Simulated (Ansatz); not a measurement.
**Computed properties of BiP**

```xyz
2
Lattice="0.0000 2.9239 2.9239 2.9239 0.0000 2.9239 2.9239 2.9239 0.0000" Properties=species:S:1:pos:R:3 pbc="T T T"
Bi    0.0000    0.0000    0.0000
P     2.9239    2.9239    2.9239
```

Atoms are numbered in the order listed.

The cell was built from the rocksalt type and relaxed in the same program, and has space group Fm-3m; it needn't be a known or the stable phase.

Spin–orbit coupling is left out, though it moves levels of the heavy atoms by tenths of an eV or more.

Methods: DFT, PBE, all-electron LAPW, scalar-relativistic (Ansatz 0.2.0); DFT, PBE, PAW with Ansatz's default frozen-core files, scalar-relativistic (Ansatz 0.2.0).

For LAPW: a Γ-centred 12×12×12 k mesh, Fermi–Dirac smearing of 0.05 eV, basis error target 0.25 meV/atom, no spin polarisation. PAW takes a cutoff of 420 eV at this cell. The Ansatz runs share mesh, smearing and spin set-up. Values come from LAPW unless marked.

- Volume per atom: 25.00 Å³
- Pressure at this cell: 0.05 GPa

(1) Predict this quantity. Löwdin charges (with 0.07 e of the cell spilling out of the atomic basis, so their sizes and signs hang on that basis).

(2) Bader charges (from the PAW run): what does the calculation give?

(3) Predict this quantity. Band gap.

Results:

(1) Bi1 0.54, P2 -0.47 e.

(2) Bi1 +0.83, P2 -0.83 e.

(3) 0.05 eV, direct at L (0.5, 0.5, 0.5) (so small a gap may close at points that the mesh and path miss).
